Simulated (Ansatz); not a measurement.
Sn3O4 in space group Pbam (No. 55; Sn on 4h, Sn on 2c, O on 4g, O on 4h), the program Ansatz at the r²SCAN level (PAW). The conduction-band minimum lies on the Γ–X line, 81 % of the way from Γ, with 2 equivalent valleys. Second derivatives d²E/dk² of the lowest band at one valley (eV·Å²), along Cartesian directions:

```csv
direction,d²E/dk²
[100],10.70
[010],22.37
[001],18.20
[110],16.54
[101],14.45
[011],20.29
```

Question: Find the principal effective masses, the density-of-states mass and the conductivity mass.

Answer: Off-diagonal terms follow from H_xy = H[110] − (H_xx + H_yy)/2, and m*/mₑ = 7.620 eV·Å² over each eigenvalue: 0.34, 0.42, 0.71. One valley's DOS mass (m₁m₂m₃)^(1/3) = 0.47, conductivity mass 3/(Σ 1/mᵢ) = 0.45 mₑ.

Question: What effective density of states Nc follows at 300 K for parabolic valleys?

Answer: Nc = 2.509e19 × 2 × (0.47)^(3/2) ≈ 1.6e19 cm⁻³.

The start of the workflow was typed in or built on a structure type; neither database checked (COD, Materials Project) lists it. Whether it is the stable phase at ambient conditions was not checked. Symmetry was held in the r²SCAN relaxation; its stability against distortions is not shown here. The volume moved by 33 % from the start of the relaxation. Scalar-relativistic: spin–orbit coupling is off unless named, which matters more the heavier the elements.

Potentials: the earlier of the program's two PAW sets.

Edges and masses are those of Kohn–Sham bands, whose gap is no quasiparticle gap.
